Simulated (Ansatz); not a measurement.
## Ti3C: rattling a relaxed structure

It was reached by relaxing an invented guess, and it needn't be the stable form of this composition.

Computed with DFT PBE, scalar-relativistic, plane waves, PAW in Ansatz. Cutoff 420 eV; k points 12×12×6 on the computed 4-atom cell (Γ-centred); Gaussian smearing, width 0.10 eV; no spin polarisation.

The cell below (4 atoms, space group P-3m1 (No. 164)) is relaxed within its symmetry.

```
CELL_PARAMETERS angstrom
3.04394 0.00000 0.00000
-1.52197 2.63613 0.00000
0.00000 0.00000 7.17916
ATOMIC_POSITIONS crystal
Ti 0.33333 0.66667 0.16266
Ti 0.66667 0.33333 0.83734
Ti 0.00000 0.00000 0.50000
C 0.00000 0.00000 0.00000
```

For the test a repeat of it with 8 atoms (edges 3.04, 3.04, 14.36 Å) was strained at random (σ = 1.5 % a component), the atoms were moved at random (σ = 0.05 Å), and all was relaxed again on a coarse 12×12×2 mesh (in the run’s order of axes) with 0.20 eV smearing, with no symmetry imposed.

Question: Does it come back?

Answer: It returns, within 1 meV/atom of the unmoved cell on that mesh and with the same symmetry when read at 0.1 Å. So it is stable against the distortions that fit this cell and that this random move excites. Modes that don't fit the cell aren't tested.
